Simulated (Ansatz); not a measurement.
**LuMgCrS4: Electrostatic potentials at the S nuclei**

Cell: a computed structure from the Materials Project (it need not be an observed phase), taken as it stands.

```cif
data_structure
_symmetry_space_group_name_H-M 'P 1'
_symmetry_Int_Tables_number 1
_cell_length_a 7.4946
_cell_length_b 7.4946
_cell_length_c 7.4319
_cell_angle_alpha 119.628
_cell_angle_beta 119.628
_cell_angle_gamma 60.724
_cell_volume 298.44
loop_
_atom_site_label
_atom_site_type_symbol
_atom_site_fract_x
_atom_site_fract_y
_atom_site_fract_z
_atom_site_occupancy
Mg1 Mg 0.37532 0.37532 0.12479 1
Mg2 Mg 0.62468 0.62468 0.87521 1
Lu3 Lu 0.00000 0.50000 0.50000 1
Lu4 Lu 0.50000 0.00000 0.50000 1
Cr5 Cr 0.00000 0.00000 0.00000 1
Cr6 Cr 0.00000 0.00000 0.50000 1
S7 S 0.21519 0.78130 0.24925 1
S8 S 0.76955 0.76955 0.27305 1
S9 S 0.76901 0.76901 0.76503 1
S10 S 0.21870 0.78481 0.75075 1
S11 S 0.23099 0.23099 0.23497 1
S12 S 0.78130 0.21519 0.24925 1
S13 S 0.78481 0.21870 0.75075 1
S14 S 0.23045 0.23045 0.72694 1
```

Sites (sets of like atoms) are named by element and the number of their first atom in this list.

Level of theory: DFT, PBE, plane waves and PAW, scalar-relativistic, collinear spin, 420 eV cutoff, Γ-centred 5×5×5 k-points, Fermi–Dirac smearing 0.02 eV (Ansatz 0.2.0). Start moments as typed (μB): 3 on each Cr, none on the rest.

The potential at a nucleus is that of all electrons and the other nuclei. A higher potential binds the core electrons more strongly, so differences between sites of one element are the initial-state part of core-level shifts.

Problem. Rank the S sites by the potential at the nucleus, lowest first, and give each against the lowest.
A. atom 7: 2 Cr at 2.48–2.49 Å, 1 Mg at 2.51 Å, 1 Lu at 2.68 Å
B. atom 8: 1 Mg at 2.43 Å, 1 Cr at 2.44 Å, 2 Lu at 2.64 Å

Solution. B (0.00 V), A (0.36 V).

The program didn't check the stability of this electronic state in full, so a lower one may lie near. All moments are parallel here, as the start or the cell imposes; many such compounds order antiparallel, where fields and spin densities carried over to other atoms largely cancel. The magnetic order is the one that the run reached from its start moments, not necessarily the measured one.
